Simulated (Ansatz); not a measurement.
SiC:
Space group P6₃mc (No. 186); a = b = 3.092 Å, c = 5.074 Å, α = β = 90.00°, γ = 120.00°

| atom | site | symmetry | x | y | z |
|---|---|---|---|---|---|
| Si | 2b | 3m. | 0.6667 | 0.3333 | 0.0005 |
| C | 2b | 3m. | 0.3333 | 0.6667 | 0.1247 |

Relaxed with PBE. 

HSE06 on this cell (Ansatz, a quantum-chemistry and plane-wave program, PAW) gives a gap of 3.19 eV. What does PBE give?

2.31 eV.

Cost on shared cores: the PBE run (SCF on a 10×10×6 mesh, then bands and DOS) about 18 core-seconds (a rough figure), the HSE06 run (SCF on 8×8×4, then a few points) around 110 core-seconds (rough); the tasks are unlike.

Space group P6_3mc (wurtzite). The PBE relaxation kept the symmetry of its start; phonons on a q-mesh show no instability.

Potentials: the later of the program's two PAW sets.

Ansatz is a plane-wave DFT program.
